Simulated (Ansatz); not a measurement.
# What settings do to one calculation: diamond alloy of Si and C (6 of 64 Si sites exchanged), 64 atoms with displaced atoms

Ansatz (PAW, plane waves), atoms fixed. The base input:

```yaml
crystal:
  lattice:
    - [10.489782, 0.000000, 0.000000]
    - [0.000000, 10.489782, 0.000000]
    - [0.000000, 0.000000, 10.489782]
  atoms:
    - { symbol: Si, position: [0.006223, 0.005792, 0.000973] }
    - { symbol: Si, position: [0.001226, 0.998956, 0.492351] }
    - { symbol: Si, position: [0.000196, 0.497041, 0.492073] }
    - { symbol: Si, position: [0.496391, 0.998574, 0.000734] }
    - { symbol: Si, position: [0.502030, 0.995290, 0.495886] }
    - { symbol: Si, position: [0.501342, 0.499495, 0.994934] }
    - { symbol: Si, position: [0.507876, 0.501688, 0.500555] }
    - { symbol: Si, position: [0.129197, 0.120117, 0.124560] }
    - { symbol: Si, position: [0.122500, 0.127200, 0.628138] }
    - { symbol: Si, position: [0.130429, 0.631774, 0.125516] }
    - { symbol: Si, position: [0.124578, 0.622603, 0.626207] }
    - { symbol: Si, position: [0.625360, 0.126898, 0.625914] }
    - { symbol: Si, position: [0.620786, 0.623979, 0.126351] }
    - { symbol: Si, position: [0.626557, 0.631025, 0.621855] }
    - { symbol: Si, position: [0.249057, 0.253181, 0.000679] }
    - { symbol: Si, position: [0.245589, 0.749206, 0.000413] }
    - { symbol: Si, position: [0.247219, 0.749805, 0.502272] }
    - { symbol: Si, position: [0.745818, 0.243225, 0.999706] }
    - { symbol: Si, position: [0.754771, 0.247974, 0.498869] }
    - { symbol: Si, position: [0.745651, 0.745591, 0.004949] }
    - { symbol: Si, position: [0.748988, 0.755772, 0.496959] }
    - { symbol: Si, position: [0.376351, 0.377469, 0.124887] }
    - { symbol: Si, position: [0.371977, 0.380469, 0.624652] }
    - { symbol: Si, position: [0.370724, 0.873759, 0.122392] }
    - { symbol: Si, position: [0.376500, 0.877190, 0.628129] }
    - { symbol: Si, position: [0.877978, 0.378533, 0.123633] }
    - { symbol: Si, position: [0.871067, 0.377940, 0.616505] }
    - { symbol: Si, position: [0.872968, 0.873527, 0.118178] }
    - { symbol: Si, position: [0.879870, 0.874079, 0.626921] }
    - { symbol: Si, position: [0.247655, 0.002013, 0.249384] }
    - { symbol: Si, position: [0.253334, 0.999357, 0.743563] }
    - { symbol: Si, position: [0.248788, 0.500089, 0.251823] }
    - { symbol: Si, position: [0.251977, 0.499927, 0.752560] }
    - { symbol: Si, position: [0.751756, 0.997116, 0.256079] }
    - { symbol: Si, position: [0.747560, 0.998360, 0.747589] }
    - { symbol: Si, position: [0.757687, 0.501728, 0.251932] }
    - { symbol: Si, position: [0.753990, 0.502364, 0.748765] }
    - { symbol: Si, position: [0.380842, 0.129157, 0.881834] }
    - { symbol: Si, position: [0.372894, 0.620180, 0.371196] }
    - { symbol: Si, position: [0.368811, 0.623941, 0.880030] }
    - { symbol: Si, position: [0.881720, 0.120213, 0.378485] }
    - { symbol: Si, position: [0.872810, 0.127400, 0.877422] }
    - { symbol: Si, position: [0.877544, 0.625595, 0.370961] }
    - { symbol: Si, position: [0.875188, 0.622069, 0.878333] }
    - { symbol: Si, position: [0.001057, 0.245530, 0.244531] }
    - { symbol: Si, position: [0.998857, 0.748201, 0.239237] }
    - { symbol: Si, position: [0.998629, 0.755331, 0.744523] }
    - { symbol: Si, position: [0.501104, 0.246269, 0.252169] }
    - { symbol: Si, position: [0.512291, 0.252694, 0.745766] }
    - { symbol: Si, position: [0.499017, 0.749655, 0.248972] }
    - { symbol: Si, position: [0.500020, 0.749870, 0.741031] }
    - { symbol: Si, position: [0.123197, 0.374268, 0.868656] }
    - { symbol: Si, position: [0.126886, 0.872431, 0.377988] }
    - { symbol: Si, position: [0.124644, 0.878070, 0.876613] }
    - { symbol: Si, position: [0.620783, 0.377454, 0.374177] }
    - { symbol: Si, position: [0.625970, 0.374561, 0.876127] }
    - { symbol: Si, position: [0.618196, 0.880336, 0.373649] }
    - { symbol: Si, position: [0.628104, 0.879512, 0.874925] }
    - { symbol: C, position: [0.996158, 0.503535, 0.001419] }
    - { symbol: C, position: [0.621688, 0.130469, 0.125250] }
    - { symbol: C, position: [0.243164, 0.251106, 0.502938] }
    - { symbol: C, position: [0.388783, 0.124517, 0.366594] }
    - { symbol: C, position: [0.003519, 0.250317, 0.753644] }
    - { symbol: C, position: [0.125329, 0.377260, 0.378642] }
  symmetry: { detect: false }
kpoints:
  mp_grid: { grid: [1, 1, 1], shift: [0.25, 0.25, 0.25] }
hamiltonian:
  xc: pbesol
scf:
  occupations: { method: fermi_dirac, width: 0.01 }
output:
  forces: true
  eigenvalues: true
  stress: true
  populations: true
  eigenstates: { kpoints: [[0.25, 0.25, 0.25]], e_range: [-6.0, 6.0], localisation: true }
```

Command:

```sh
ansatz run in.yaml --threads 2 --pin off --max-ram 30400MiB --runs-dir r --events-out ev --progress --plain --backend cuda --devices 0, --max-vram 18GiB
```

It converged in 7 iterations and 41 s of wall time on one NVIDIA H100 with 2 processor threads, on a host shared with other runs; peak host memory 1.5 GiB; largest force component 3.66 eV/Å, pressure 4.33 GPa. The cutoff was the default, 420 eV. The base isn't a converged reference: it has few k points, and its atoms are unrelaxed. Each run below changes the keys shown and caps the iterations.

| run | changed | ending | iterations | free energy less the base (meV per atom) | rms change of forces (eV/Å) | change of pressure (GPa) | wall time (s, shared host) |
| --- | --- | --- | --- | --- | --- | --- | --- |
| 1 | max_iter 4, occupations methfessel_paxton | not converged | – | – | – | – | – |
| 2 | occupations methfessel_paxton, dr2_threshold 0.0001, max_iter 60 | converged | 5 | 0.0 | 0.000 | 0.00 | 33 GPU |
| 3 | occupations methfessel_paxton, mixing beta 0.4, max_iter 60 | converged | 10 | 0.0 | 0.000 | 0.00 | 51 GPU |
| 4 | max_iter 100, total_charge 6 | converged | 8 | other zero | 0.456 | 2.19 | 38 GPU |
| 5 | dispersion d3bjatm, mixing algorithm broyden, ecutrho_ratio 2, max_iter 70 | converged | 10 | other zero | 0.076 | -1.68 | 15 GPU |
| 6 | xc_grid 1 (2 is the default), ecutwfc 650 eV, max_iter 50, total_charge 1 | converged | 7 | other zero | 0.138 | 0.35 | 27 GPU |

«Other zero»: another functional, charge or dispersion term moves the zero of energy, so the difference says nothing of accuracy.

Problem. Which changes leave the result alone, and which of the same physical model moves the forces most?

Solution. The forces move by under 0.002 eV/Å in runs 2, 3. Among the runs with the same functional, charge and dispersion term, none moves them by over 0.01 eV/Å.

Problem. Why did some runs give no result?

Solution. - run 1: did not converge after 4 iterations: dr2 = 1.31e-4 (threshold 1.00e-7), under the density mixer `msr1`, which `scf.mixing.algorithm: auto` chose by the deck's other keys (type `scf.mixing.algorithm: msr1` to keep it);
